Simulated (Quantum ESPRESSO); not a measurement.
# PAlSi2C4: input and log of a self-consistent run

Computed values, not a measurement. The program is pw.x of Quantum ESPRESSO 7.5 (plane-wave density functional theory). The cell is made up: 8 atoms on a zincblende/diamond lattice, with randomly drawn elements, strain and displacements, not relaxed. PseudoDojo standard norm-conserving files (v0.5 for PBE, v0.4.1 for LDA and PBEsol) set the functional; there is no spin polarisation, spin-orbit coupling or dispersion term, and the masses in the input are unused placeholders.

Input:

```
&control calculation='scf', pseudo_dir='./dojo.nc.sr.pbe.v0_5.standard.upf', outdir='./o', disk_io='medium', tprnfor=.true., tstress=.true. /
&system ibrav=0, nat=8, ntyp=4, nbnd=22, ecutwfc=82.02448710, nosym=.true., tot_charge=0,
 occupations='smearing', smearing='fd', degauss=0.0018374661
/
&electrons conv_thr=7.350e-09, electron_maxstep=60, /
ATOMIC_SPECIES
Al 1.0 Al.upf
C 1.0 C.upf
P 1.0 P.upf
Si 1.0 Si.upf
CELL_PARAMETERS angstrom
4.5178 -0.0354 -0.045
-0.0354 4.5092 -0.0533
-0.045 -0.0533 4.4465
ATOMIC_POSITIONS angstrom
P -0.0258 -0.0261 0.0261
Al -0.0708 2.2433 2.1786
Si 2.2223 0.0141 2.2248
Si 2.1867 2.2371 -0.0199
C 1.0649 1.2051 1.0845
C 1.0929 3.2725 3.2808
C 3.3229 1.0528 3.26
C 3.3281 3.3861 1.0101
K_POINTS automatic
4 4 4 1 1 1
```

The log is shortened where brackets say so; the opening notice, blank lines, dates and the lines on written files are dropped, and the path of the files is cut. It prints rydbergs, bohrs and kilobars, and counts compression as positive stress.

```
     Program PWSCF v.7.5
     Parallel version (MPI & OpenMP), running on       1 processor cores
     Number of MPI processes:                 1
     Threads/MPI process:                     1
     [start-up lines left out]
     bravais-lattice index     =            0
     lattice parameter (alat)  =       8.5381  a.u.
     unit-cell volume          =     611.0947 (a.u.)^3
     number of atoms/cell      =            8
     number of atomic types    =            4
     number of electrons       =        32.00
     number of Kohn-Sham states=           22
     kinetic-energy cutoff     =      82.0245  Ry
     charge density cutoff     =     328.0979  Ry
     scf convergence threshold =      7.3E-09
     mixing beta               =       0.7000
     number of iterations used =            8  plain     mixing
     Exchange-correlation= PBE
                           (   1   4   3   4   0   0   0)
     [axes and pseudopotential details left out]
   Cartesian axes
     site n.     atom                  positions (alat units)
         1        P      tau(   1) = (  -0.0057103  -0.0057767   0.0057767  )
         2        Al     tau(   2) = (  -0.0156701   0.4965071   0.4821871  )
         3        Si     tau(   3) = (   0.4918592   0.0031207   0.4924125  )
         4        Si     tau(   4) = (   0.4839799   0.4951349  -0.0044044  )
         5        C      tau(   5) = (   0.2356931   0.2667235   0.2400312  )
         6        C      tau(   6) = (   0.2418904   0.7242988   0.7261359  )
         7        C      tau(   7) = (   0.7354538   0.2330151   0.7215322  )
         8        C      tau(   8) = (   0.7366047   0.7494418   0.2235643  )
     number of k points=    32  Fermi-Dirac smearing, width (Ry)=  0.0018
                       cart. coord. in units 2pi/alat
        k(    1) = (   0.1273045   0.1277826   0.1298347), wk =   0.0625000
        k(    2) = (   0.1298591   0.1308060   0.3839259), wk =   0.0625000
     [further k points left out]
     Dense  grid:    61339 G-vectors     FFT dimensions: (  50,  50,  50)
     Estimated max dynamical RAM per process >      70.68 MB
     Initial potential from superposition of free atoms
     starting charge      31.9960, renormalised to      32.0000
     Starting wfcs are   32 randomized atomic wfcs
     total cpu time spent up to now is        4.1 secs
     per-process dynamical memory:    55.1 Mb
     Self-consistent Calculation
     iteration #  1     ecut=    82.02 Ry     beta= 0.70
     Davidson diagonalization with overlap
     ethr =  1.00E-02,  avg # of iterations =  3.0
     total cpu time spent up to now is       13.2 secs
     total energy              =     -82.84953998 Ry
     estimated scf accuracy    <       1.76915396 Ry
     iteration #  2     ecut=    82.02 Ry     beta= 0.70
     Davidson diagonalization with overlap
     ethr =  5.53E-03,  avg # of iterations =  2.0
     total cpu time spent up to now is       19.2 secs
     total energy              =     -83.36624685 Ry
     estimated scf accuracy    <       1.08396825 Ry
     iteration #  3     ecut=    82.02 Ry     beta= 0.70
     Davidson diagonalization with overlap
     ethr =  3.39E-03,  avg # of iterations =  2.0
     total cpu time spent up to now is       25.3 secs
     total energy              =     -83.53696939 Ry
     estimated scf accuracy    <       0.04321010 Ry
     iteration #  4     ecut=    82.02 Ry     beta= 0.70
     Davidson diagonalization with overlap
     ethr =  1.35E-04,  avg # of iterations =  5.8
     total cpu time spent up to now is       34.4 secs
     total energy              =     -83.55668261 Ry
     estimated scf accuracy    <       0.00372658 Ry
     iteration #  5     ecut=    82.02 Ry     beta= 0.70
     Davidson diagonalization with overlap
     ethr =  1.16E-05,  avg # of iterations =  8.1
     total cpu time spent up to now is       44.7 secs
     total energy              =     -83.55750500 Ry
     estimated scf accuracy    <       0.00204068 Ry
     [iterations 6 to 7 left out]
     iteration #  8     ecut=    82.02 Ry     beta= 0.70
     Davidson diagonalization with overlap
     ethr =  7.94E-08,  avg # of iterations =  3.5
     total cpu time spent up to now is       65.9 secs
     total energy              =     -83.55754425 Ry
     estimated scf accuracy    <       0.00000349 Ry
     iteration #  9     ecut=    82.02 Ry     beta= 0.70
     Davidson diagonalization with overlap
     ethr =  1.09E-08,  avg # of iterations =  2.3
     total cpu time spent up to now is       71.5 secs
     total energy              =     -83.55754461 Ry
     estimated scf accuracy    <       0.00000078 Ry
     iteration # 10     ecut=    82.02 Ry     beta= 0.70
     Davidson diagonalization with overlap
     ethr =  2.43E-09,  avg # of iterations =  2.0
     total cpu time spent up to now is       78.5 secs
     total energy              =     -83.55754472 Ry
     estimated scf accuracy    <       0.00000007 Ry
     iteration # 11     ecut=    82.02 Ry     beta= 0.70
     Davidson diagonalization with overlap
     ethr =  2.18E-10,  avg # of iterations =  3.7
     total cpu time spent up to now is       86.2 secs
     total energy              =     -83.55754475 Ry
     estimated scf accuracy    <          9.1E-09 Ry
     iteration # 12     ecut=    82.02 Ry     beta= 0.70
     Davidson diagonalization with overlap
     ethr =  2.83E-11,  avg # of iterations =  2.3
     total cpu time spent up to now is       93.9 secs
     End of self-consistent calculation
     [lines on levels left out]
!    total energy              =     -83.55754475 Ry
     estimated scf accuracy    <          9.3E-10 Ry
     smearing contrib. (-TS)   =      -0.00000000 Ry
     internal energy E=F+TS    =     -83.55754475 Ry
     The total energy is F=E-TS. E is the sum of the following terms:
     one-electron contribution =      17.94146957 Ry
     hartree contribution      =      10.06002436 Ry
     xc contribution           =     -29.76588442 Ry
     ewald contribution        =     -81.79315426 Ry
     convergence has been achieved in  12 iterations
     Forces acting on atoms (cartesian axes, Ry/au):
     atom    1 type  3   force =     0.00367847    0.02280070   -0.02832158
     atom    2 type  1   force =    -0.03720925    0.01118177    0.01443059
     atom    3 type  4   force =    -0.02295160   -0.04041151   -0.02865688
     atom    4 type  4   force =     0.03875449    0.00560844   -0.03486385
     atom    5 type  2   force =     0.03323987   -0.12444866   -0.04246156
     atom    6 type  2   force =     0.00145268    0.10087565    0.04870511
     atom    7 type  2   force =    -0.00066019   -0.01963740    0.08849084
     atom    8 type  2   force =    -0.01630448    0.04403102   -0.01732267
     Total force =     0.224611     Total SCF correction =     0.000020
     Computing stress (Cartesian axis) and pressure
          total   stress  (Ry/bohr**3)                   (kbar)     P=      -85.99
  -0.00071382   0.00023918   0.00029969         -105.01       35.18       44.09
   0.00023918  -0.00069270   0.00036420           35.18     -101.90       53.58
   0.00029969   0.00036420  -0.00034716           44.09       53.58      -51.07
     init_run     :      3.88s CPU      4.00s WALL (       1 calls)
     electrons    :     81.08s CPU     89.76s WALL (       1 calls)
     forces       :      1.64s CPU      1.66s WALL (       1 calls)
     stress       :      4.87s CPU      4.90s WALL (       1 calls)
     [timing details left out]
     PWSCF        :   1m31.64s CPU   1m40.59s WALL
     JOB DONE.
```

In other units: free energy -1136.858 eV for the cell, pressure -8.60 GPa, largest force component 3.200 eV/Å. A rerun of a related cell, with the same atoms placed differently, at 1347 eV and a 6 x 6 x 6 mesh moved values by no more than 0.007 eV in energy, 0.06 GPa in stress and 0.002 eV/Å in force.